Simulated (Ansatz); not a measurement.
Input:

AgCl:
```xyz
4
Lattice="1.8627 -5.5535 0.0000 1.8627 5.5535 0.0000 0.0000 0.0000 3.9450" Properties=species:S:1:pos:R:3 pbc="T T T"
Ag     1.8627     1.1549     2.9587
Ag     1.8627    -1.1549     0.9862
Cl     1.8627    -4.0647     0.9862
Cl     1.8627     4.0647     2.9587
```

This is the r²SCAN-relaxed structure.

All from r²SCAN in the plane-wave PAW code Ansatz, unless another level is named. Predict the electron effective mass.

0.24, 0.24, 0.36 mₑ (principal values).

What about the band gap?

1.01 eV (indirect).

What about the hole effective mass?

0.50, 0.70, 13 mₑ (principal values).

Give the formation energy from the elements (no fitted shifts).

-0.56 eV/atom.

Next, the conduction-band minimum?

at Γ.

Space group Cmcm. The workflow started from a Materials Project entry (that database holds measured and hypothetical structures alike); the Crystallography Open Database copy checked does not list it. It is not the phase usual at ambient conditions (space group No. 225). The cell was relaxed with r²SCAN under the symmetry of its start; its stability against distortions is not shown here. No spin polarisation was allowed. The references are the lowest solids computed at this level, not always the standard phases (solids in place of the gases). Scalar-relativistic: spin–orbit coupling is off unless named, which matters more the heavier the elements.

Potentials: the later of the program's two PAW sets.
